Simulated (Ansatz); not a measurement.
In r²SCAN+D4 (plane waves, PAW; program Ansatz), BP in the hexagonal phase (P6_222; B on 3d, P on 3c) relaxes to a = 3.265 Å, c = 6.977 Å. Against the elements it lies at 3.4 kJ/mol of atoms, with no fitted shifts.

The Kohn–Sham gap is 0.19 eV (indirect). The valence maximum lies at Γ and the conduction minimum at M (3 equivalent valleys). HSE06 on the same cell gives 0.57 eV. The electron mass is 0.17, 0.27, 0.30 mₑ (principal values). The hole mass is 0.33, 0.41, 0.41 mₑ (principal values).

An equation-of-state fit gives a bulk modulus of 181 GPa. The relaxed-ion elastic constants in GPa are C11 = 443, C12 = 43.7, C13 = 64.7, C33 = 402, C44 = 218. The elastic constants imply a Debye temperature near 1160 K. Bader charges are B +0.48, P -0.48 e.

The start of the workflow was typed in or built on a structure type; neither database checked (COD, Materials Project) lists it. It is not the phase usual at ambient conditions (space group No. 216). Symmetry was held in the r²SCAN+D4 relaxation; its stability against distortions is not shown here. The references are the lowest solids computed at this level, not always the standard phases.

Potentials: the later of the program's two PAW sets.
